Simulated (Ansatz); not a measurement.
ZnS (wurtzite)

```
ZnS
1.0
    3.84511     0.00000     0.00000
   -1.92255     3.32996     0.00000
    0.00000     0.00000     6.30566
Zn S
2 2
Direct
  0.66667   0.33333   0.99985
  0.33333   0.66667   0.49985
  0.66667   0.33333   0.62535
  0.33333   0.66667   0.12535
```

The atoms are displaced by Q × the pattern below (from a DFPT mode at Γ, largest move 1; Q in Å), at fixed cell. It is one choice among 2 degenerate patterns.

```tsv
atom	x	y	z
Zn1	0.000	0.490	0.000
Zn2	0.000	0.490	0.000
S3	0.000	-1.000	0.000
S4	0.000	-1.000	0.000
```

The numbers are results of PBE (plane waves to 420 eV, PAW, scalar-relativistic; Ansatz, a program for electronic structure), not measurements. k mesh 10×10×5 (Γ-centred), Fermi-Dirac smearing 0.05 eV. E stands for the smeared free energy. ZnS was relaxed with its symmetry unable to fall. The zero of ΔE is the undisplaced structure.

| Q (Å) | ΔE (meV/cell) |
|---|---|
| -0.280 | 1093 |
| -0.187 | 449 |
| -0.093 | 107 |
| 0.000 | 0 |
| 0.093 | 107 |
| 0.187 | 449 |
| 0.280 | 1093 |

Question: Which DFPT wavenumber at Γ belongs to this mode?
A. 321 cm⁻¹
B. 188 cm⁻¹
C. 263 cm⁻¹
D. 70 cm⁻¹

Answer: C, 263 cm⁻¹. The curvature of the scan gives 263 cm⁻¹

(For displaced atoms, the force is minus the slope of the energy, and its curvature is a force constant, which sets phonon frequencies.)
